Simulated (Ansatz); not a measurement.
A: BaTiO$_{3}$ (cubic perovskite), a = b = c = 3.970 Å, α = β = γ = 90.00°
B: GaP (zinc blende), a = 5.438 Å, b = 5.438 Å, c = 5.438 Å, α = 90.00°, β = 90.00°, γ = 90.00°
C: HgSe (zinc blende), a = b = c = 6.133 Å, α = β = γ = 90.00°

Scan: energy over volume and axial ratio (atoms clamped). One method and one kind of scan serve all of them; meshes and ranges differ. All were relaxed with their symmetry unable to fall. At this level the bands of HgSe touch or barely overlap. BaTiO3 is run without spin polarisation. Spin-orbit coupling is left out. This is a high-temperature form of BaTiO3.

Task: Order them by shear modulus C′ = (C11 − C12)/2 (fitted) (lowest first) at the level PBEsol (plane waves to 420 eV, PAW, scalar-relativistic; Ansatz, a quantum-chemistry and plane-wave program).

Result: C (7 GPa), B (37 GPa), A (104 GPa)

(Under strain, the slope of the energy per volume gives the stress and its curvature an elastic modulus.)
